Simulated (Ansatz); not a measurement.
Relaxed-ion elastic tensor of Pb (fcc (Cu type), Fm-3m) in GPa (Voigt order), the program Ansatz at the PBE level (PAW); density 10.74 g/cm³, 32.03 Å³ per atom.

```
47.2  35.5  35.5   0.0   0.0   0.0
35.5  47.2  35.5   0.0   0.0   0.0
35.5  35.5  47.2   0.0   0.0   0.0
 0.0   0.0   0.0  16.3   0.0   0.0
 0.0   0.0   0.0   0.0  16.3   0.0
 0.0   0.0   0.0   0.0   0.0  16.3
```

**Question.** Is the crystal mechanically stable?

**Answer.** Yes: the smallest eigenvalue of C is 11.7 GPa.

**Question.** Work out the Voigt, Reuss and Hill averages.

**Answer.** K_V = 39.4, K_R = 39.4, K_H = 39.4; G_V = 12.2, G_R = 9.5, G_H = 10.8 GPa.

**Question.** Give Young's modulus, Poisson's ratio, Pugh's ratio and the universal anisotropy index.

**Answer.** E = 9KG/(3K + G) = 29.8 GPa; ν = 0.37; K/G = 3.63 (ductile by the Pugh limit of 1.75); A_U = 5G_V/G_R + K_V/K_R − 6 = 1.37.

**Question.** Estimate the sound speeds and the Debye temperature.

**Answer.** v_l = √((K + 4G/3)/ρ) = 2240 m/s, v_t = √(G/ρ) = 1000 m/s, mean 1130 m/s; Θ = (h/k)(3n/4πV)^(1/3) v_m = 106 K.

**Question.** Give the Zener ratio and Young's modulus along [100], [110] and [111].

**Answer.** A = 2C44/(C11 − C12) = 2.78; 1/E = S11 − 2(S11 − S12 − S44/2)Γ with Γ = 0, 1/4, 1/3 gives 16.8, 30.9, 43.1 GPa.

**Question.** Solve the Christoffel equation for the three sound speeds along [100], [110], [111].

**Answer.** Eigenvalues of C_ijkl n_j n_l equal ρv². In km/s, slowest first: [100] 1.23, 1.23, 2.10; [110] 0.74, 1.23, 2.32; [111] 0.93, 0.93, 2.39.

The PBE relaxation kept the symmetry of its start. As this level gives no gap, shear constants depend on the k-mesh and smearing (Fermi–Dirac, 0.1 eV here). Scalar-relativistic: spin–orbit coupling is off unless named, which matters more the heavier the elements.

Potentials: the earlier of the program's two PAW sets.
